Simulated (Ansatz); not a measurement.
In TiC (rock salt type) the Ti atom of the primitive cell, with all its periodic images, is moved by 0.02 Å along x.

```
Ti C
1.0
     0.00000    2.16500    2.16500
     2.16500    0.00000    2.16500
     2.16500    2.16500    0.00000
Ti C
1 1
Cartesian
  0.0200 0.0000 0.0000
  2.1650 2.1650 2.1650
```

The calculation used Ansatz 0.2.0 development build, PBE, plane waves, PAW datasets (generated hard set).

Cutoff 700 eV; k-mesh 8×8×8 Γ-centred; Fermi–Dirac smearing of 0.1 eV; no spin polarisation.

(1) What force results, and what does it mean for the zone-centre vibration?

## Answers

(1) The force on it along the displacement is -0.1914 eV/Å, a force constant of 9.57 eV/Å². With the reduced mass of 9.60 u the zone-centre optical mode lies at 521 cm⁻¹ (15.61 THz) in this finite-step estimate.

| atom | Fx (eV/Å) | Fy (eV/Å) | Fz (eV/Å) |
| --- | --- | --- | --- |
| Ti1 | -0.1914 | 0.0000 | 0.0000 |
| C2 | 0.1914 | 0.0000 | 0.0000 |

The k-mesh is modest, so these values aren't fully converged in k.
